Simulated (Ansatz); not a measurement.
Al₂Cu:
```
CELL_PARAMETERS angstrom
     -2.99768     2.99768     2.41270
      2.99768    -2.99768     2.41270
      2.99768     2.99768    -2.41270
ATOMIC_POSITIONS crystal
  Cu 0.75000 0.75000 0.00000
  Cu 0.25000 0.25000 0.00000
  Al 0.15926 0.65926 0.81852
  Al 0.84074 0.34074 0.18148
  Al 0.34074 0.15926 0.50000
  Al 0.65926 0.84074 0.50000
```

Relaxed with PBEsol.

Problem. Decompose the optical modes at the zone centre into irreducible representations, and say which are infrared and Raman allowed.

Solution. Point group 4/mmm: Γ_opt = A1g + 2A2g + A2u + B1g + B1u + B2g + 2Eg + 2Eu. Infrared: A2u, Eu. Raman: A1g, B1g, B2g, Eg.

Problem. Assign frequencies (DFPT, PBEsol in the plane-wave PAW code Ansatz).

Solution. Eg 145, Eu 150, B1u 188, A2u 193, A2g 217, B1g 250, Eg 261, B2g 279, A1g 284, Eu 297, A2g 325 cm⁻¹.

Subscripts of B labels follow the axes of the standard setting.

Space group I4/mcm. The PBEsol relaxation kept the symmetry of its start. The run is not spin-polarised. As this level gives no gap, phonon frequencies hold no LO–TO term and depend on the k-mesh and smearing (Fermi–Dirac, 0.1 eV here).

Potentials: the earlier of the program's two PAW sets. The files were generated under PBE; for other functionals the program regenerates the frozen cores, and for LDA and PBEsol the local potential too.
